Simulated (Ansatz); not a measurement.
Pressure against volume in PrHRh3

The structure comes from a generated guess, relaxed at this level; another structure or a mixture of phases may lie lower.

Level of theory: DFT PBE, scalar-relativistic, plane waves, PAW, and for the lanthanide a 4f-in-core norm-conserving potential, in Ansatz. Settings of the last relaxation (5-atom cell): 660 eV, 6×6×6 k points, Gaussian smearing of 0.10 eV, no spin polarisation.

Space group R3m:H (No. 160). a = 5.906 Å, b = 5.906 Å, c = 7.246 Å, α = 90.00°, β = 90.00°, γ = 120.00°
```json
{"atom": "Pr", "site": "3a", "symmetry": "3m", "x": "0.3333", "y": "0.6667", "z": "0.6615"}
{"atom": "H", "site": "3a", "symmetry": "3m", "x": "0.3333", "y": "0.6667", "z": "0.2363"}
{"atom": "Rh", "site": "9b", "symmetry": ".m", "x": "0.4968", "y": "0.5032", "z": "0.9964"}
```

The cell was set to several volumes, with shape and atoms relaxed at each where symmetry leaves them free. Pressure is positive in compression, and energies count from the lowest row. No row has a gap on its mesh.

```tsv
row	V (Å³/atom)	P (GPa)	ΔE (meV/atom)
1	12.843	24.05	112.8
2	13.281	15.98	58.4
3	13.718	?	?
4	14.156	4.18	6.0
5	14.594	-0.01	0.0
6	15.032	-3.49	4.4
7	15.470	-6.56	18.1
8	16.053	-10.11	48.7
```

Question: Find B = −V·ΔP/ΔV from rows 4 and 6 and from rows 1 and 2, and from the two its slope B′ and its value B0 at zero pressure.

Answer: Rows 4 and 6 give −(14.156 + 15.032)/2 × (-3.49 − (4.18))/(15.032 − 14.156) = 127.8 GPa at a mean pressure of 0.34 GPa. Rows 1 and 2 give −(12.843 + 13.281)/2 × (15.98 − (24.05))/(13.281 − 12.843) = 240.7 GPa at a mean pressure of 20.02 GPa. So B′ = (240.7 − 127.8)/(20.02 − (0.34)) = 5.74 and B0 = 127.8 − 5.74 × (0.34) = 125.8 GPa. A third-order Birch–Murnaghan fit to all the energies gives B0 = 131.3 GPa and B′ = 5.2.

Question: Estimate the pressure and energy of row 3.

Answer: From row 5, V0 = 14.594 × (1 + (-0.01)/125.8) = 14.593 Å³/atom. Murnaghan's form P = (B0/B′)·[(V0/V)^B′ − 1] gives (125.8/5.74) × [(14.593/13.718)^5.74 − 1] = 9.34 GPa; the computed pressure is 9.22 GPa, so the estimate is off by +0.12 GPa. The work of compression from row 4, with the mean of the two pressures, gives ΔE = 6.0 + (9.34 + 4.18)/2 × (14.156 − 13.718)/160.2 × 1000 = 24.5 meV/atom (1 eV/Å³ = 160.2 GPa); the computed value is 24.2 meV/atom.

Trial moments died out on the coarse mesh, so the last step has no spin; another magnetic start might hold. All volumes keep the k mesh of the relaxed cell. A structure relaxed within its symmetry needn't be a true minimum.

The lanthanide is trivalent by construction, without f bands, f moments or other valences.
